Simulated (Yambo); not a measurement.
One stored BSE kernel of dimension 648 for GaN (zinc blende, space group F-43m, No. 216) (Yambo, PBEsol bands; 6×6×6 mesh, 3 valence and 1 conduction bands, static screening with 17 bands and a 4 Ry block, scissor 0.60 eV, Tamm-Dancoff; broadening 0.15 eV; field along x), solved in several ways.

```csv
solver,iterations,largest change of Im ε (% of its maximum),rough time
"Haydock, threshold 2 %",14,56,within a factor of two
"Haydock, threshold 0.5 %",21,29,within a factor of two
"Haydock, threshold 0.1 %",34,7.3,within a factor of two
"Haydock, threshold 0.005 %",46,0.4,1
"SLEPc, lowest 10 states",–,no full spectrum,within a factor of two
"SLEPc, lowest 60 states",–,no full spectrum,within a factor of two
full diagonalisation,–,reference,within a factor of two
```

Haydock gives the spectrum without eigenstates, SLEPc the lowest states alone, full diagonalisation everything at a cost that grows as the cube of the dimension. Times include reading the kernel. Times are rough ratios from shared machines. Mesh and scissor weren't tested; the rows compare only with each other.

Spin-orbit coupling is not included.

Geometry relaxed with PBEsol; primitive cell a = b = c = 3.182 Å, α = β = γ = 60.00°.

This is not the ordinary phase of the substance; no match was found in the copy of COD used, and its stability was not checked.
